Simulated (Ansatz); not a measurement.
TiB2 (fluorite, Fm-3m) at seven volumes, plane-wave PAW PBE (Ansatz code), scaled uniformly. One row is withheld.

```json
[
 {"V (Å³/atom)": "10.036", "P (GPa)": "17.00"},
 {"V (Å³/atom)": "10.367", "P (GPa)": "10.50"},
 {"V (Å³/atom)": "10.698", "P (GPa)": "4.88"},
 {"V (Å³/atom)": "11.029", "P (GPa)": "0.02"},
 {"V (Å³/atom)": "11.359", "P (GPa)": "?"},
 {"V (Å³/atom)": "11.690", "P (GPa)": "-7.81"},
 {"V (Å³/atom)": "12.021", "P (GPa)": "-10.98"}
]
```

Q: Fit the shown pressures and predict the withheld one.

A: P = (3/2)B₀(x^(7/2) − x^(5/2))[1 + (3/4)(B′ − 4)(x − 1)] with x = (V₀/V)^(2/3). Least squares on the six rows gives V₀ = 11.031 Å³/atom, B₀ = 150 GPa, B′ = 3.80. At V = 11.359, x = 0.9807 and P = -4.16 GPa. The run itself gave -4.17 GPa.

A made-up cell: these elements were put on the sites of a structure type; neither database checked (COD, Materials Project) lists it. It is not the phase usual at ambient conditions (space group No. 191). Symmetry was held in the PBE relaxation; whether a distortion lowers the energy is not shown. The run is not spin-polarised.

Potentials: the later of the program's two PAW sets.
